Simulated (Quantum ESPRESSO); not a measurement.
```yaml
crystal:
  lattice:
    - [0.00000, 2.22053, 2.15523]
    - [2.15523, 0.00000, 2.15523]
    - [2.15523, 2.22053, 0.00000]
  atoms:
    - { symbol: Si, position: [0.25000, 0.25000, 0.25000] }
    - { symbol: C, position: [0.00000, 0.00000, 0.00000] }
```
The cell was made here from a computed Materials Project entry: strained by +2 % along the cube axis and by -1 % across it, atoms relaxed (PBE without dispersion, pw.x of a modified build of Quantum ESPRESSO, symmetry kept). The parent is SiC in F-43m. Stability against distortions was not tested.

A lattice sum over point charges, one formal value an element (Si +4, C -4), with no Sternheimer factor, costs far less than a self-consistent run. Taken along the main axis of each site's self-consistent tensor, it gives:

```csv
site,"V along that axis, point charges (a.u.)"
Si (atom 1),-0.011
C (atom 2),0.011
```

### Question
How do the values of PBE PAW (JTH datasets; density from pw.x of Quantum ESPRESSO, gradients reconstructed from it by a script) compare?

### Answer
```json
[
 {"site": "Si", "Vzz, PAW (a.u.)": "-0.033", "PAW over point charges": "3.0"},
 {"site": "C", "Vzz, PAW (a.u.)": "0.022", "PAW over point charges": "2.0"}
]
```
  Cores are frozen. Against all-electron runs on small test molecules, this scheme's |Vzz| missed by −6 % on Si, +9 % on C.
